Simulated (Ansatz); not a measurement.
Structure: B4As3N, ordered on the zincblende lattice (R3m) with 8 atoms a cell, at its r2SCAN minimum. Around N lie 4 B at 1.56–1.94 Å; around As lie 4 B at 2.00–2.04 Å; around As lie 4 B at 2.00–2.06 Å; around As lie 4 B at 2.02–2.05 Å; around B lie 3 N at 1.94 Å and 1 As at 2.04 Å; around B lie 4 As at 2.00–2.06 Å; around B lie 4 As at 2.00–2.05 Å; around B lie 1 N at 1.56 Å and 3 As at 2.02 Å.

Space group R3m:H (No. 160). a = 3.236 Å, b = 3.236 Å, c = 31.339 Å, α = 90.00°, β = 90.00°, γ = 120.00°
```tsv
atom	site	symmetry	x	y	z
N	3a	3m	0.6667	0.3333	0.3303
As	3a	3m	0.6667	0.3333	0.0783
As	3a	3m	0.3333	0.6667	0.1671
As	3a	3m	0.0000	0.0000	0.2557
B	3a	3m	0.6667	0.3333	0.0132
B	3a	3m	0.3333	0.6667	0.1013
B	3a	3m	0.0000	0.0000	0.1902
B	3a	3m	0.6667	0.3333	0.2806
```

The questions ask for values computed with the PAW code Ansatz on this geometry. Simulation only: non-magnetic, and no claim that this is the phase found in nature.

Question: Is there a gap with r2SCAN, and of what kind?

Answer: r2SCAN gives no gap: the lowest nominally empty band dips 0.10 eV below the top of the last filled one (its bottom at Γ–S₀ (0.10 of the way from Γ), the top at Γ), so the cell is a metal or semimetal at this level.

Question: What does PBE give for the gap (10×10×10 mesh)?

Answer: With PBE the bands overlap by 0.15 eV (counted from 1, band 31 peaks at Γ and band 32 bottoms out at Γ–S₀ (0.10 of the way from Γ)): no gap.

Question: How does the gap change from r2SCAN to PBE+SOC (10×10×10)?

Answer: With PBE+SOC the bands overlap by 0.07 eV (counted from 1, band 62 peaks at Γ–T (0.60 of the way from Γ) and band 63 bottoms out at Γ–S₀ (0.10 of the way from Γ)): no gap. Spin-orbit coupling itself accounts for +0.072 eV.

Only the levels marked +SOC include spin-orbit coupling.

Where an edge lies off the special points, it is a point of the mesh or the k point where a search put PBE's edge or least direct gap, reused for the other functionals, whose own edges may lie a little apart; PBE's own value is read along its path and can be a few hundredths of an eV high.
